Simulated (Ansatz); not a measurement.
Ta:
```yaml
crystal:
  lattice:
    - [-1.65249, 1.65249, 1.65249]
    - [1.65249, -1.65249, 1.65249]
    - [1.65249, 1.65249, -1.65249]
  atoms:
    - { symbol: Ta, position: [0.00000, 0.00000, 0.00000] }
```

Relaxed with r²SCAN. Special points in fractions of this cell's reciprocal vectors: Γ (0.000, 0.000, 0.000); H (0.500, -0.500, 0.500); N (0.000, 0.000, 0.500); P (0.250, 0.250, 0.250).

### Question
List the band energies nearest the Fermi level at these points for DFT-r²SCAN in the program Ansatz with PAW potentials.

### Answer
In eV from the Fermi level; about four levels below and three above (degenerate sets whole), none deeper than 8.9 eV; points with the same levels are listed once.

```json
[
 {"k": "Γ", "below": "-8.29", "above": "0.84 0.84 0.84"},
 {"k": "H", "below": "-3.93 -3.93", "above": "7.09 7.09 7.09"},
 {"k": "N", "below": "-4.54 -1.56", "above": "1.45 4.19 5.25"},
 {"k": "P", "below": "-1.34 -1.34 -1.34", "above": "5.44 5.44 7.75"}
]
```

Space group Im-3m (bcc (W type)). Symmetry was held in the r²SCAN relaxation. No spin polarisation was allowed. Scalar-relativistic: spin–orbit coupling is off unless named, which matters more the heavier the elements.

Potentials: the later of the program's two PAW sets.
